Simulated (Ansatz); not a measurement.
According to plane-wave PAW PBE (Ansatz code), InSb in the NiAs type structure (P6_3/mmc) relaxes to a = 4.261 Å, c = 7.459 Å. In has 6 nearest neighbours from 3.09 Å (octahedral); Sb has 6 nearest neighbours from 3.09 Å (trigonal prismatic). Against the elements it lies at 0.044 eV/atom, with no fitted shifts.

Electronic character: metallic (no gap).

The bulk modulus is 45.7 GPa.

The start of the workflow was typed in or built on a structure type; neither database checked (COD, Materials Project) lists it. It is not the phase usual at ambient conditions (space group No. 216). Symmetry was held in the PBE relaxation; whether a distortion lowers the energy is not shown. The references are the lowest solids computed at this level, not always the standard phases. Spin–orbit coupling is left out wherever it is not named.

Potentials: the earlier of the program's two PAW sets.
